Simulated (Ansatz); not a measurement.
# Sensitivity of the gradients in BN to the input

Cell: a computed structure from the Materials Project (it need not be an observed phase).

```cif
data_structure
_symmetry_space_group_name_H-M 'P 1'
_symmetry_Int_Tables_number 1
_cell_length_a 2.5016
_cell_length_b 2.5016
_cell_length_c 7.3693
_cell_angle_alpha 90.000
_cell_angle_beta 90.000
_cell_angle_gamma 120.000
_cell_volume 39.94
loop_
_atom_site_label
_atom_site_type_symbol
_atom_site_fract_x
_atom_site_fract_y
_atom_site_fract_z
_atom_site_occupancy
B1 B 0.66667 0.33333 0.75000 1
B2 B 0.33333 0.66667 0.25000 1
N3 N 0.00000 0.00000 0.75000 1
N4 N 0.00000 0.00000 0.25000 1
```

Atom numbers follow the list; atoms alike are taken as one site, whose name carries the number of the first.

Reference run. Level of theory: DFT, PBE, plane waves and PAW (field gradients read without the response of the frozen cores, which leaves them typically 4 to 6 % off), scalar-relativistic, 420 eV cutoff, Γ-centred 13×13×4 k-points, Fermi–Dirac smearing 0.02 eV (Ansatz 0.2.0).

(1) The input is changed as follows: `basis.ecutwfc`: not typed → 18.4 Ry; `hamiltonian.xc`: pbe → lda. What happens to V_zz (10²¹ V/m²) and η?

Results:

(1) 

| site | atom | V_zz reference | η reference | V_zz changed | η changed |
| --- | --- | --- | --- | --- | --- |
| B | 1 | 2.88 | 0.00 | 2.60 | 0.00 |
| N | 3 | -0.32 | 0.00 | -0.040 | 0.00 |

The largest change of V_zz is on B, from 2.88 to 2.60. In per cent, |V_zz| changes by -10 on B (all sites that start above 0.5). SCF iterations: 6 and 6. New warnings: cutoff below recommended, pseudo functional mismatch. In the changed run the cutoff of 250 eV lies below the one recommended for these PAW files, so its values aren't converged ones.
